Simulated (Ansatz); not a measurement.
Al2Ru: an elastic run with cutoff 500 eV

Level of theory: DFT LDA, scalar-relativistic, plane waves, PAW (Ansatz).

Launched with:
```bash
ansatz run input.yaml --threads 1 --pin off --max-ram 3072MiB --backend cpu --events-out ev --progress --plain --runs-dir out
```

Input (bare energies are in eV):
```yaml
crystal:
  lattice:
    - [-1.5509858963, 1.5509858963, 4.1709706911]
    - [1.5509858963, -1.5509858963, 4.1709706911]
    - [1.5509858963, 1.5509858963, -4.1709706911]
  atoms:
    - { symbol: Al, position: [0.6589200174, 0.6589200174, 0.0] }
    - { symbol: Al, position: [0.3410799826, 0.3410799826, 0.0] }
    - { symbol: Ru, position: [0.0, 0.0, 0.0] }
basis:
  ecutwfc: 500
kpoints:
  mp_grid: { grid: [18, 18, 18] }
hamiltonian:
  xc: lda
scf:
  occupations: { method: fermi_dirac, width: 0.15 }
output:
  forces: true
  stress: true
  eigenvalues: true
elastic:
  mode: relaxed_ion
  stencil: two_point
```

From the output:
```
--- Elastic constants: 4 strain directions × 2 members + reference (group order 16) ---
  dense FFT box of the reference and of every strained cell: 36×36×36
  strains applied: 11, 33, 23, 12; error gains: componentwise 1.00 (the most a stress slope's error grows in a printed constant), spectral 1.41 (1 for all six strains in a standard setting)
  reference relaxed by the batch: 2 steps; max|allowed force component| 3.42e-4 eV/Å at the deck's positions, 1.17e-5 at the last accepted step, 1.17e-5 by the solve of record
  largest displacement 1.6e-5 Å; the constants are those of the deck's cell at these positions:
  atoms:
    - { symbol: Al, position: [0.658921994065335, 0.658921994065335, -4.272669028499563e-37] }
    - { symbol: Al, position: [0.3410780059346649, 0.3410780059346649, 1.619066822551165e-36] }
    - { symbol: Ru, position: [-1.3538542304020466e-22, -1.3538542304020514e-22, -1.1917999197012085e-36] }
  C = ∂σ_k/∂η_j (tension-positive GPa; Voigt order 11 22 33 23 13 12):
       307.382    133.559    124.064      0.000      0.000      0.000
       133.559    307.382    124.064      0.000      0.000      0.000
       124.022    124.022    295.784      0.000      0.000      0.000
         0.000      0.000     -0.000    173.278      0.000      0.000
         0.000      0.000      0.000      0.000    173.278      0.000
         0.000      0.000      0.000      0.000      0.000    134.527
  reference stress σ⁰ (GPa):      0.001      0.001     -0.001     -0.000      0.000     -0.000
  C* (energy form; C + prestress term) asymmetry max|C*_kj − C*_jk| = 4.416e-2 GPa — a small one proves nothing (zero by symmetry where the batch's group is 432, −43m or m−3m); a large one is finite-difference/SCF noise where every solve ...
  moduli (Voigt/Reuss/Hill, GPa): K = 185.98/185.80/185.89   G = 131.48/119.96/125.72   E = 307.77   ν = 0.224
  mechanically stable: yes (min eigenvalue of sym C = 134.53 GPa)
  the stresses are not corrected for the forces that the relaxations left standing (`elastic.f_tol`)
  strain η (Voigt 11):  stress-route row diagonal C_11 = 307.38 GPa, energy-path curvature d²(F+E_count+ΔE)/dδ²/Ω₀ = 307.41 GPa
         δ    σ_11 (GPa) F (eV) n_scf n_hpsi n_pw
    -2.000e-3      -0.6185       -6786.0903496       6  178067   1035   relax 2 steps, max|allowed force component| 5.69e-6 eV/Å
     2.000e-3       0.6110       -6786.0903500       6  177993   1040   relax 2 steps, max|allowed force component| 4.34e-5 eV/Å
  strain η (Voigt 33):  stress-route row diagonal C_33 = 295.78 GPa, energy-path curvature d²(F+E_count+ΔE)/dδ²/Ω₀ = 295.77 GPa
         δ    σ_33 (GPa) F (eV) n_scf n_hpsi n_pw
    -2.000e-3      -0.5991       -6786.0903538       6   98829   1033   relax 3 steps, max|allowed force component| 1.14e-6 eV/Å
     2.000e-3       0.5840       -6786.0903574       6   98795   1037   relax 3 steps, max|allowed force component| 7.93e-7 eV/Å
  strain η (Voigt 23):  stress-route row diagonal C_44 = 173.28 GPa, energy-path curvature d²(F+E_count+ΔE)/dδ²/Ω₀ = 173.29 GPa
         δ    σ_23 (GPa) F (eV) n_scf n_hpsi n_pw
    -2.000e-3      -0.3466       -6786.0904170       6  319077   1037   relax 3 steps, max|allowed force component| 2.43e-6 eV/Å
     2.000e-3       0.3466       -6786.0904170       6  319111   1037   relax 3 steps, max|allowed force component| 2.44e-6 eV/Å
  strain η (Voigt 12):  stress-route row diagonal C_66 = 134.53 GPa, energy-path curvature d²(F+E_count+ΔE)/dδ²/Ω₀ = 134.54 GPa
         δ    σ_12 (GPa) F (eV) n_scf n_hpsi n_pw
    -2.000e-3      -0.2691       -6786.0904364       6  177949   1036   relax 1 steps, max|allowed force component| 2.15e-5 eV/Å
     2.000e-3       0.2691       -6786.0904364       6  177994   1036   relax 1 steps, max|allowed force component| 2.15e-5 eV/Å
```

The run took 8.8 min on 1 thread of Intel(R) Xeon(R) 6975P-C (Granite Rapids), on a shared host, peak memory 1.4 GiB.

Beside the reference run (Settings: 420 eV plane-wave cutoff, Γ-centred 18×18×18 mesh, Fermi-Dirac smearing of 0.15 eV. No spin polarisation.), the elastic coefficients (GPa; two-point stencil, strain 0.002 and ions relaxed unless stated):
```json
{"setting": "reference run", "C11": "307.5", "C12": "133.6", "C44": "173.3", "C33": "295.7", "C13": "124.1", "C66": "134.6"}
{"setting": "cutoff 500 eV", "C11": "307.4", "C12": "133.6", "C44": "173.3", "C33": "295.8", "C13": "124.1", "C66": "134.5"}
```

In a metal, frequencies and elastic constants depend on the k mesh and the smearing, soft modes and shear constants most.